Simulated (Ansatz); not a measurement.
BaTiO₃:
```cif
data_BaO3Ti
_chemical_formula_sum 'Ti1 Ba1 O3'
_space_group_name_H-M_alt 'P4mm'
_space_group_IT_number 99
_space_group_name_Hall 'P 4 -2'
_cell_length_a 3.98581
_cell_length_b 3.98581
_cell_length_c 4.19980
_cell_angle_alpha 90.000
_cell_angle_beta 90.000
_cell_angle_gamma 90.000
loop_
_atom_site_label
_atom_site_type_symbol
_atom_site_symmetry_multiplicity
_atom_site_Wyckoff_symbol
_atom_site_fract_x
_atom_site_fract_y
_atom_site_fract_z
_atom_site_occupancy
Ti1 Ti 1 b 0.50000 0.50000 0.45754 1
Ba1 Ba 1 a 0.00000 0.00000 0.94036 1
O1 O 1 b 0.50000 0.50000 0.88910 1
O2 O 2 c 0.00000 0.50000 0.40950 1
```

Relaxed at zero pressure with PBE in the plane-wave PAW code Ansatz.

**Question.** The volume is lowered by 3 % and shape and atoms relax at that volume. What pressure results, and how do the axes share the change?

**Answer.** 3.1 GPa; a -0.3 %, b -0.3 %, c -2.5 %; the energy rises by 4 meV/atom.

**Question.** Give the new structure.

**Answer.** 
Space group P4mm (No. 99); a = 3.9746 Å, b = 3.9746 Å, c = 4.0968 Å, α = 90.00°, β = 90.00°, γ = 90.00°

| atom | site | symmetry | x | y | z |
|---|---|---|---|---|---|
| Ti | 1b | 4mm | 0.5000 | 0.5000 | 0.4507 |
| Ba | 1a | 4mm | 0.0000 | 0.0000 | 0.9338 |
| O | 1b | 4mm | 0.5000 | 0.5000 | 0.8981 |
| O | 2c | 2mm. | 0.0000 | 0.5000 | 0.4117 |

The phase is kept; no other phase was compared at this pressure.

The PBE relaxation kept the symmetry of its start. The run is not spin-polarised. Spin–orbit coupling is left out wherever it is not named.

Potentials: the later of the program's two PAW sets.
